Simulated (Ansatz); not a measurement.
Ansatz 0.2.0, settings compared: Na₂Pt₃S₄

Launch command:

```bash
ansatz run input.yaml --threads 1 --pin off --max-ram 2560MiB --backend cpu --events-out ev --progress --plain --runs-dir out
```

input.yaml:

```yaml
crystal:
  lattice:
    - [-2.98126, 5.057412, 0.0]
    - [2.98126, 0.0, 6.205127]
    - [2.98126, 5.057412, 0.0]
  atoms:
    - { symbol: Na, position: [0.343, 0.686, 0.657] }
    - { symbol: Na, position: [0.657, 0.314, 0.343] }
    - { symbol: Pt, position: [0.0, 0.0, 0.0] }
    - { symbol: S, position: [0.29, 0.24, 0.05] }
    - { symbol: S, position: [0.95, 0.24, 0.71] }
    - { symbol: S, position: [0.71, 0.76, 0.95] }
    - { symbol: S, position: [0.05, 0.76, 0.29] }
    - { symbol: Pt, position: [0.0, 0.0, 0.5] }
    - { symbol: Pt, position: [0.5, 0.0, 0.0] }
  symmetry: { tolerance: 0.0003 }
kpoints:
  mp_grid: { grid: [4, 4, 4], shift: [0, 0, 0] }
magnetization:
  spin_polarized: false
scf:
  occupations: { method: fermi_dirac }
hamiltonian:
  pseudopotentials: { kind: paw }
  xc: pbe
basis:
  ecutwfc: 420
output:
  forces: true
  stress: true
  eigenvalues: true
```

Origin of the cell: a known structure type with other elements, at an estimated volume, so it need not be a known compound.

The smearing width isn't typed, so it takes its default of 0.1 eV.

Output of this run (shortened):

```
SCF iter   1: F=—  HF=-44154.050254 eV  Δρ=3.13e-3  dr2=2.34e-2
SCF iter   2: F=—  HF=-44154.046089 eV  Δρ=1.68e-3  dr2=6.88e-3
SCF iter   3: F=—  HF=-44154.046240 eV  Δρ=6.74e-4  dr2=1.95e-3
SCF iter   4: F=—  HF=-44154.045972 eV  Δρ=2.54e-4  dr2=2.82e-4
SCF iter   5: F=—  HF=-44154.045961 eV  Δρ=1.29e-4  dr2=4.03e-5
SCF iter   6: F=—  HF=-44154.046086 eV  Δρ=5.18e-5  dr2=6.52e-6
SCF iter   7: F=—  HF=-44154.046088 eV  Δρ=2.17e-5  dr2=1.37e-6
SCF iter   8: F=—  HF=-44154.046088 eV  Δρ=5.84e-6  dr2=1.21e-7
SCF iter   9: F=-44154.046089 eV  HF=-44154.046089 eV  Δρ=1.83e-6  dr2=6.98e-9
SCF 1 converged in 9 iterations: F = -44154.046089 eV  dr2 = 6.98e-9
SCF converged after 9 iterations
Free energy (F): -44154.046089 eV
Harris-Foulkes:  -44154.046089 eV  (|F-HF|=2.10e-9)
Internal energy: -44154.041452 eV  (E = F + TS)
E sigma→0 (E₀):  -44154.043770 eV
Entropy (-TS):   -0.004637 eV (-0.515 meV/atom)
Fermi energy:    9.736108 eV
--- Per-component energies (eV) ---
  E_band       = -1471.151959
  E_kinetic    = 2610.967165
  E_local      = -13243.623358  (includes V_loc(G=0)·N_el)
  E_nonlocal   = 943.864685
  E_hartree    = 5278.946293
  E_xc         = -1261.182391
  E_vxc        = -1370.995429  (∫ρ·V_xc dr)
  E_paw        = -31292.379304  (= ΣΔE_a)
  E_vpaw       = -969.264251  (= ΣTr[D̂ρ^β])
  E_aug_tail   = 0.000530  (compensation charges beyond the density's cutoff)
  E_ewald      = -7190.635071
  E_smearing   = -0.004637  (= −TS)
  Σ components = -44154.046089   (vs F -44154.046089, Δ=0.00e0)
--- Forces (eV/Å), atoms counted from 1 ---
  atom   1  Na     0.000000     0.000000     0.173791
  atom   2  Na     0.000000     0.000000    -0.173791
  atom   3  Pt     0.000000     0.000000     0.000000
  atom   4  S      0.000000    -0.376254     2.761418
  atom   5  S      0.000000     0.376254     2.761418
  atom   6  S     -0.000000     0.376254    -2.761418
  atom   7  S     -0.000000    -0.376254    -2.761418
  atom   8  Pt    -0.000000    -0.000000     0.000000
  atom   9  Pt     0.000000     0.000000     0.000000
  max |Σ_I F_I| component: 4.44e-16 eV/Å
--- Stress (GPa, compression-positive) ---
       16.048290       0.000000       0.000000
        0.000000      13.390400       0.000000
        0.000000       0.000000      12.631806
  P = ⅓ Tr σ = 14.0235 GPa (140.235 kbar)
```

The same input was run again with these changes:

1. `basis.ecutwfc` 420 → "36.7 Ry"
2. `crystal.symmetry` { tolerance: 0.0003 } → { detect: false }
3. `scf.occupations.method` fermi_dirac → tetrahedron
4. `kpoints.mp_grid.shift` [0, 0, 0] → [0.5, 0.5, 0.5]

| run | end | SCF iterations | P (GPa) | max force component (eV/Å) | gap on mesh (eV) | moment (μB) | ΔE(σ→0) (meV/atom) |
| --- | --- | --- | --- | --- | --- | --- | --- |
| base | converged | 9 | 14.02 | 2.761 | 0.78 | – | 0 |
| 1 | converged | 9 | 14.02 | 2.760 | 0.79 | – | -1.02 |
| 2 | converged | 9 | 14.02 | 2.761 | 0.78 | – | 0.00 |
| 3 | converged | 9 | 14.02 | 2.759 | 0.78 | – | -0.17 |
| 4 | converged | 9 | 14.02 | 2.762 | 0.91 | – | -0.15 |

Energies are compared only where functional, datasets, charge and starting cell are the same.

Caveats of the base run: no spin-orbit coupling, though heavy elements are present.

Run 3: forces and stress under tetrahedra may miss the slope of the energy.

The base run ran for 11 s on 1 thread of Intel(R) Xeon(R) Platinum 8259CL CPU @ 2.50GHz (Skylake/Cascade Lake), on a shared host, peak memory 0.63 GiB, from the program's own first density.
